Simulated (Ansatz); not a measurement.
Re:
Space group Fd-3m, origin choice 1 (No. 227); a = 5.652 Å, b = 5.652 Å, c = 5.652 Å, α = 90.00°, β = 90.00°, γ = 90.00°

```tsv
atom	site	symmetry	x	y	z
Re	8b	-43m	0.5000	0.5000	0.5000
```
(The calculation used a cell of 2 atoms; values per cell refer to that cell.)

Relaxed with PBE.

Task: Which orbitals make up the states near the Fermi level in PBE in the plane-wave PAW code Ansatz?

Result: Within 0.5 eV of the Fermi level: Re 5d 84 %, Re 6s 7 %, outside the projected shells 8 %. Projections are on Löwdin-orthogonalised atomic valence shells; empty p or d shells of many metals are not among them.

Task: Tabulate the density of states.

Result: States/eV per cell of 2 atoms, in 0.25 eV bins, energy from the Fermi level.

```
E (eV)  total  Re 5d  Re 6s  Re 5p
------  -----  -----  -----  -----
-6.90    0.00   0.00   0.00   0.00
-6.65    0.07   0.00   0.06   0.00
-6.40    0.13   0.00   0.12   0.00
-6.15    0.18   0.00   0.17   0.00
-5.90    0.22   0.00   0.21   0.00
-5.65    0.26   0.01   0.24   0.00
-5.40    0.31   0.02   0.28   0.00
-5.15    0.36   0.03   0.32   0.00
-4.90    0.43   0.04   0.37   0.00
-4.65    0.51   0.07   0.42   0.01
-4.40    0.66   0.13   0.50   0.01
-4.15    0.98   0.31   0.65   0.01
-3.90    4.34   3.67   0.62   0.01
-3.65    3.36   3.01   0.33   0.01
-3.40    3.29   3.05   0.21   0.01
-3.15    3.24   2.66   0.54   0.01
-2.90    3.82   3.27   0.51   0.02
-2.65    4.42   4.09   0.29   0.02
-2.40    4.89   4.65   0.20   0.03
-2.15    4.53   4.31   0.16   0.04
-1.90    3.10   2.67   0.37   0.03
-1.65    2.96   2.60   0.29   0.03
-1.40    2.77   2.50   0.19   0.03
-1.15    2.03   1.81   0.16   0.02
-0.90    2.63   2.25   0.28   0.03
-0.65    2.69   2.16   0.33   0.03
-0.40    2.12   1.68   0.24   0.02
-0.15    1.60   1.27   0.15   0.01
0.10     1.03   0.90   0.04   0.01
0.35     1.21   1.11   0.02   0.01
0.60     2.10   1.93   0.04   0.02
0.85     2.20   1.97   0.08   0.02
1.10     1.79   1.57   0.08   0.01
1.35     1.50   1.29   0.09   0.01
1.60     2.77   2.25   0.28   0.02
1.85     1.24   0.86   0.21   0.01
2.10     0.60   0.35   0.11   0.00
2.35     1.17   0.85   0.13   0.01
2.60     1.42   1.09   0.13   0.01
2.85     1.70   1.35   0.14   0.01
3.10     2.13   1.74   0.18   0.01
3.35     1.83   1.45   0.19   0.01
3.60     1.76   1.44   0.19   0.01
3.85     1.83   1.65   0.09   0.01
4.10     3.96   3.39   0.34   0.01
4.35     4.41   3.77   0.41   0.01
4.60     1.04   0.57   0.25   0.00
4.85     1.15   0.48   0.27   0.00
```

The start of the workflow was typed in or built on a structure type; neither database checked (COD, Materials Project) lists it. It is not the phase usual at ambient conditions (space group No. 194). The cell was relaxed with PBE under the symmetry of its start; its stability against distortions is not shown here. No spin polarisation was allowed. Scalar-relativistic: spin–orbit coupling is off unless named, which matters more the heavier the elements.

Potentials: the later of the program's two PAW sets.
